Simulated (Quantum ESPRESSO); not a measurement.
## Si4O6FN (input and log of a self-consistent run)

Computed values, not a measurement. The program is pw.x of Quantum ESPRESSO 7.5 (plane-wave density functional theory). The cell is made up: 12 atoms on a rutile lattice, with randomly drawn elements, strain and displacements, not relaxed. PseudoDojo standard norm-conserving files (v0.5 for PBE, v0.4.1 for LDA and PBEsol) set the functional; there is no spin polarisation, spin-orbit coupling or dispersion term, and the masses in the input are unused placeholders.

Input:

```
&control calculation='scf', pseudo_dir='./dojo.nc.sr.pbe.v0_5.standard.upf', outdir='./o', disk_io='low', tprnfor=.true., tstress=.true. /
&system ibrav=0, nat=12, ntyp=4, nbnd=38, ecutwfc=105.61755193, nosym=.true., tot_charge=0,
 occupations='smearing', smearing='fd', degauss=0.0018374661
/
&electrons conv_thr=7.350e-09, electron_maxstep=60, /
ATOMIC_SPECIES
F 1.0 F.upf
N 1.0 N.upf
O 1.0 O.upf
Si 1.0 Si.upf
CELL_PARAMETERS angstrom
4.1994 -0.0166 0.0215
-0.0166 4.2138 -0.0601
0.0273 -0.0764 5.4231
ATOMIC_POSITIONS angstrom
Si -0.0245 0.0123 -0.0231
Si 2.0913 2.019 1.2898
Si -0.0391 -0.0452 2.6819
Si 2.0576 2.0437 4.0258
O 1.2867 1.2858 0.0264
O 2.8899 2.926 -0.0376
F 3.3799 0.8494 1.3766
O 0.8051 3.425 1.2501
O 1.2887 1.3234 2.6662
O 2.8501 2.8448 2.6371
O 3.3291 0.7748 4.1052
N 0.8083 3.2809 4.0537
K_POINTS automatic
7 7 6 1 1 1
```

The log is shortened where brackets say so; the opening notice, blank lines, dates and the lines on written files are dropped, and the path of the files is cut. It prints rydbergs, bohrs and kilobars, and counts compression as positive stress. With no partly filled state, the Fermi energy that it prints is only some level between the filled and the empty states on the mesh, and need not lie in the true gap.

```
     Program PWSCF v.7.5
     Parallel version (MPI & OpenMP), running on       4 processor cores
     Number of MPI processes:                 4
     Threads/MPI process:                     1
     [start-up lines left out]
     bravais-lattice index     =            0
     lattice parameter (alat)  =       7.9359  a.u.
     unit-cell volume          =     647.4413 (a.u.)^3
     number of atoms/cell      =           12
     number of atomic types    =            4
     number of electrons       =        64.00
     number of Kohn-Sham states=           38
     kinetic-energy cutoff     =     105.6176  Ry
     charge density cutoff     =     422.4702  Ry
     scf convergence threshold =      7.3E-09
     mixing beta               =       0.7000
     number of iterations used =            8  plain     mixing
     Exchange-correlation= PBE
                           (   1   4   3   4   0   0   0)
     [axes and pseudopotential details left out]
   Cartesian axes
     site n.     atom                  positions (alat units)
         1        Si     tau(   1) = (  -0.0058340   0.0029289  -0.0055007  )
         2        Si     tau(   2) = (   0.4979893   0.4807729   0.3071327  )
         3        Si     tau(   3) = (  -0.0093107  -0.0107632   0.6386255  )
         4        Si     tau(   4) = (   0.4899645   0.4866546   0.9586407  )
         5        O      tau(   5) = (   0.3063945   0.3061802   0.0062865  )
         6        O      tau(   6) = (   0.6881553   0.6967516  -0.0089535  )
         7        F      tau(   7) = (   0.8048362   0.2022628   0.3278019  )
         8        O      tau(   8) = (   0.1917139   0.8155756   0.2976792  )
         9        O      tau(   9) = (   0.3068708   0.3151337   0.6348869  )
        10        O      tau(  10) = (   0.6786780   0.6774159   0.6279575  )
        11        O      tau(  11) = (   0.7927395   0.1844987   0.9775478  )
        12        N      tau(  12) = (   0.1924759   0.7812619   0.9652844  )
     number of k points=   147  Fermi-Dirac smearing, width (Ry)=  0.0018
     Number of k-points >= 100: set verbosity='high' to print them.
     Dense  grid:    94863 G-vectors     FFT dimensions: (  54,  54,  72)
     Estimated max dynamical RAM per process >     389.47 MB
     Estimated total dynamical RAM >       1.45 GB
     Initial potential from superposition of free atoms
     starting charge      63.9975, renormalised to      64.0000
     Starting wfcs are   48 randomized atomic wfcs
     total cpu time spent up to now is        9.9 secs
     per-process dynamical memory:   344.9 Mb
     Self-consistent Calculation
     iteration #  1     ecut=   105.62 Ry     beta= 0.70
     Davidson diagonalization with overlap
     ethr =  1.00E-02,  avg # of iterations =  3.2
     total cpu time spent up to now is       34.7 secs
     total energy              =    -301.88447065 Ry
     estimated scf accuracy    <       2.76864779 Ry
     iteration #  2     ecut=   105.62 Ry     beta= 0.70
     Davidson diagonalization with overlap
     ethr =  4.33E-03,  avg # of iterations =  3.2
     total cpu time spent up to now is       58.4 secs
     total energy              =    -302.43274276 Ry
     estimated scf accuracy    <       2.39155615 Ry
     iteration #  3     ecut=   105.62 Ry     beta= 0.70
     Davidson diagonalization with overlap
     ethr =  3.74E-03,  avg # of iterations =  2.2
     total cpu time spent up to now is       78.2 secs
     total energy              =    -303.00078908 Ry
     estimated scf accuracy    <       0.16881389 Ry
     iteration #  4     ecut=   105.62 Ry     beta= 0.70
     Davidson diagonalization with overlap
     ethr =  2.64E-04,  avg # of iterations =  3.2
     total cpu time spent up to now is      101.1 secs
     total energy              =    -303.02172622 Ry
     estimated scf accuracy    <       0.02089800 Ry
     iteration #  5     ecut=   105.62 Ry     beta= 0.70
     Davidson diagonalization with overlap
     ethr =  3.27E-05,  avg # of iterations =  9.8
     total cpu time spent up to now is      131.8 secs
     total energy              =    -303.02662203 Ry
     estimated scf accuracy    <       0.00299711 Ry
     [iterations 6 to 7 left out]
     iteration #  8     ecut=   105.62 Ry     beta= 0.70
     Davidson diagonalization with overlap
     ethr =  6.21E-08,  avg # of iterations =  2.0
     total cpu time spent up to now is      199.5 secs
     total energy              =    -303.02707835 Ry
     estimated scf accuracy    <       0.00000711 Ry
     iteration #  9     ecut=   105.62 Ry     beta= 0.70
     Davidson diagonalization with overlap
     ethr =  1.11E-08,  avg # of iterations =  3.9
     total cpu time spent up to now is      222.5 secs
     total energy              =    -303.02708105 Ry
     estimated scf accuracy    <       0.00000355 Ry
     iteration # 10     ecut=   105.62 Ry     beta= 0.70
     Davidson diagonalization with overlap
     ethr =  5.55E-09,  avg # of iterations =  2.7
     total cpu time spent up to now is      241.0 secs
     total energy              =    -303.02708132 Ry
     estimated scf accuracy    <       0.00000036 Ry
     iteration # 11     ecut=   105.62 Ry     beta= 0.70
     Davidson diagonalization with overlap
     ethr =  5.59E-10,  avg # of iterations =  3.7
     total cpu time spent up to now is      261.7 secs
     total energy              =    -303.02708138 Ry
     estimated scf accuracy    <       0.00000001 Ry
     iteration # 12     ecut=   105.62 Ry     beta= 0.70
     Davidson diagonalization with overlap
     ethr =  2.17E-11,  avg # of iterations =  2.9
     total cpu time spent up to now is      284.3 secs
     End of self-consistent calculation
     Number of k-points >= 100: set verbosity='high' to print the bands.
     the Fermi energy is    13.4362 ev
!    total energy              =    -303.02708139 Ry
     estimated scf accuracy    <          1.4E-09 Ry
     smearing contrib. (-TS)   =      -0.00000000 Ry
     internal energy E=F+TS    =    -303.02708139 Ry
     The total energy is F=E-TS. E is the sum of the following terms:
     one-electron contribution =     -34.81116378 Ry
     hartree contribution      =      66.45746961 Ry
     xc contribution           =     -81.67982899 Ry
     ewald contribution        =    -252.99355822 Ry
     convergence has been achieved in  12 iterations
     Forces acting on atoms (cartesian axes, Ry/au):
     atom    1 type  4   force =     0.14222359   -0.16444286   -0.20152151
     atom    2 type  4   force =    -0.12293543    0.20988964    0.03099332
     atom    3 type  4   force =     0.16895143   -0.17116935    0.24302565
     atom    4 type  4   force =    -0.04440430    0.09639516    0.02349237
     atom    5 type  3   force =    -0.02552664   -0.03160568    0.02845759
     atom    6 type  3   force =    -0.00124994   -0.01750515    0.09384479
     atom    7 type  1   force =     0.00497926   -0.01770244   -0.01067506
     atom    8 type  3   force =    -0.08162299    0.05657967    0.04308161
     atom    9 type  3   force =    -0.05309042   -0.10481265   -0.08292945
     atom   10 type  3   force =     0.06952646    0.04669658   -0.07322286
     atom   11 type  3   force =    -0.00022060    0.01111916   -0.03624288
     atom   12 type  2   force =    -0.05663043    0.08655791   -0.05830357
     Total force =     0.590820     Total SCF correction =     0.000063
     Computing stress (Cartesian axis) and pressure
          total   stress  (Ry/bohr**3)                   (kbar)     P=      110.66
   0.00085392  -0.00012226  -0.00012139          125.62      -17.98      -17.86
  -0.00012226   0.00069200   0.00047926          -17.98      101.80       70.50
  -0.00012139   0.00047926   0.00071081          -17.86       70.50      104.56
     init_run     :      9.29s CPU      9.71s WALL (       1 calls)
     electrons    :    273.15s CPU    274.43s WALL (       1 calls)
     forces       :      4.14s CPU      4.16s WALL (       1 calls)
     stress       :     15.19s CPU     15.21s WALL (       1 calls)
     [timing details left out]
     PWSCF        :   5m 2.12s CPU   5m 3.93s WALL
     JOB DONE.
```

In other units: free energy -4122.893 eV for the cell, pressure 11.07 GPa, largest force component 6.248 eV/Å. This run is the check on a run of the same cell at a cutoff of 1143 eV and k mesh 5 x 5 x 4: rerunning at a cutoff of 1437 eV and k mesh 7 x 7 x 6 moved values by no more than 0.003 eV in energy, 0.04 GPa in stress and 0.003 eV/Å in force.